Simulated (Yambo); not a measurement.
A G0W0@PBEsol run in Yambo for AgNO$_{3}$ (space group R3m, No. 160) (4×4×4 Γ-centred k mesh, bands 5 to 132 and a 8 Ry block in the screening, 132 bands in G with the Bruneval-Gonze terminator, plasmon pole fitted at 27.2 eV) gives these matrix elements, in eV, at the band edges (L → Z):

```csv
state,E0,<Vxc>,<Σx>,<Σc(E0)>,Z
valence edge,0.000,-23.113,-29.459,4.741,0.797
conduction edge,1.594,-15.702,-11.069,-2.921,0.815
```

Q: Solve the linearised quasiparticle equation for both states, give the gap, and say how exchange and correlation each act on it.

A: E = E0 + Z(Σx + Σc − Vxc). Valence: 0.000 + 0.797 × (-29.459 + (4.741) − (-23.113)) = -1.28 eV. Conduction: 1.594 + 0.815 × (-11.069 + (-2.921) − (-15.702)) = 2.99 eV. The gap is 4.27 eV, against 1.59 eV in PBEsol. Replacing Vxc by bare exchange alone would open it by 10.98 eV; correlation takes back 7.66 eV of that, and Z scales what is left. Nearest settings tried, and what they do to the gap: 87 bands in W, 87 bands in G: +45 meV; 7 Ry block (143 vectors against 191): +12 meV. Not varied: mesh. So the settings aren't converged at that level. Among the k points computed, the smallest G0W0 gap is 4.13 eV, L → Γ. Spin-orbit splittings are left out.

Geometry relaxed with PBE+D3(BJ); primitive cell a = b = c = 4.073 Å, α = β = γ = 78.42°.
